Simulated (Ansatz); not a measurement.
W:
```yaml
crystal:
  lattice:
    - [2.73590, 0.00000, 0.00000]
    - [-1.36795, 2.36936, 0.00000]
    - [0.00000, 0.00000, 4.85395]
  atoms:
    - { symbol: W, position: [0.66667, 0.33333, 0.75000] }
    - { symbol: W, position: [0.33333, 0.66667, 0.25000] }
```

Relaxed with LDA. Special points in fractions of this cell's reciprocal vectors: Γ (0.000, 0.000, 0.000); M (0.500, 0.000, 0.000); K (0.333, 0.333, 0.000); A (0.000, 0.000, 0.500); L (0.500, 0.000, 0.500); H (0.333, 0.333, 0.500).

List the band energies nearest the Fermi level at these points for DFT-LDA in the program Ansatz with PAW potentials.

In eV from the Fermi level; about four levels below and three above (degenerate sets whole), none deeper than 8.9 eV; … stands for higher levels left out; points with the same levels are listed once.

| k | below | above |
|---|---|---|
| Γ | -1.78 -0.53 -0.53 -0.04 | 0.09 0.09 2.01 2.01 |
| M | -1.33 -0.80 -0.37 -0.30 | 4.93 5.95 6.30 |
| K | -2.86 -2.86 -2.41 -1.61 -1.61 | 0.36 3.30 3.38 3.38 |
| A | -0.49 -0.49 -0.49 -0.49 | … |
| L | -5.65 -5.65 -3.65 -3.65 | 1.47 1.47 1.68 1.68 |
| H | -2.96 -2.96 -1.34 -1.34 | 0.63 0.63 4.57 4.57 |

Space group P6_3/mmc (hcp (Mg type)). The workflow started from a Materials Project entry (that database holds measured and hypothetical structures alike); the Crystallography Open Database copy checked does not list it. It is not the phase usual at ambient conditions (space group No. 229). The cell was relaxed with LDA under the symmetry of its start; its stability against distortions is not shown here. No spin polarisation was allowed. Scalar-relativistic: spin–orbit coupling is off unless named, which matters more the heavier the elements.

Potentials: the earlier of the program's two PAW sets. The files were generated under PBE; for other functionals the program regenerates the frozen cores, and for LDA and PBEsol the local potential too.
